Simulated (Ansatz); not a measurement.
Calculated electrostatic potentials at the P nuclei for MgSb2P2O10

Cell: a computed structure from the Materials Project (it need not be an observed phase).

```
Mg Sb P O
1.0
     5.49451    0.00000    0.00000
    -0.40053    5.50640    0.00000
    -2.43468   -2.42205    7.10122
Mg Sb P O
1 2 2 10
Direct
  0.74619 0.39603 0.70598
  0.00928 0.98926 0.49850
  0.02330 0.03651 0.04259
  0.31422 0.60590 0.72566
  0.66562 0.39333 0.26792
  0.60126 0.68375 0.85480
  0.31539 0.31582 0.60972
  0.37463 0.30250 0.15823
  0.70603 0.68634 0.36861
  0.08243 0.92185 0.26941
  0.90643 0.08796 0.71526
  0.26494 0.76747 0.58736
  0.10924 0.61808 0.81953
  0.75762 0.26582 0.42792
  0.82342 0.32940 0.13369
```

Atom numbers follow the list; atoms alike are taken as one site, whose name carries the number of the first.

Level of theory: DFT, PBE, plane waves and PAW, scalar-relativistic, 420 eV cutoff, Γ-centred 6×6×5 k-points, Fermi–Dirac smearing 0.05 eV (Ansatz 0.2.0).

The potential at a nucleus is that of all electrons and the other nuclei. A higher potential binds the core electrons more strongly, so differences between sites of one element are the initial-state part of core-level shifts.

Problem. Rank the P sites by the potential at the nucleus, lowest first, and give each against the lowest.
A. atom 4: 4 O at 1.52–1.60 Å
B. atom 5: 4 O at 1.53–1.58 Å

Solution. A (0.00 V), B (0.29 V).
